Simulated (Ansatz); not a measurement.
Task: Each is relaxed and computed with r²SCAN in the plane-wave PAW code Ansatz. Which is the only metal?
A) HfNiAs, Pnma (Hf on 4c, Ni on 4c, As on 4c)
B) Y2TiO5, Pnma (Pearson symbol oP32)
C) NiAs2O6, P-31m (Ni on 1a, As on 2d, O on 6k)
D) TaAsO5, Pnma (Pearson symbol oP28)

Result: A, HfNiAs, Pnma (Hf on 4c, Ni on 4c, As on 4c). HfNiAs: metal; TaAsO5: gap 3.69 eV (direct); NiAs2O6: gap 2.69 eV; Y2TiO5: gap 3.86 eV (indirect). Spin orders computed, not proven ground states: NiAs2O6, P-31m (Ni on 1a, As on 2d, O on 6k) ferromagnetic. Standing as an ambient phase not checked: HfNiAs, Pnma (Hf on 4c, Ni on 4c, As on 4c); TaAsO5, Pnma (Pearson symbol oP28); NiAs2O6, P-31m (Ni on 1a, As on 2d, O on 6k); Y2TiO5, Pnma (Pearson symbol oP32). All cells were relaxed under the symmetry of their starts (and spin orders); stability against distortions was not tested throughout. Rows with no word on spin ran without spin polarisation. No Hubbard U is applied. Scalar-relativistic: spin–orbit coupling is off unless named, which matters more the heavier the elements.

Potentials: the later of the program's two PAW sets.
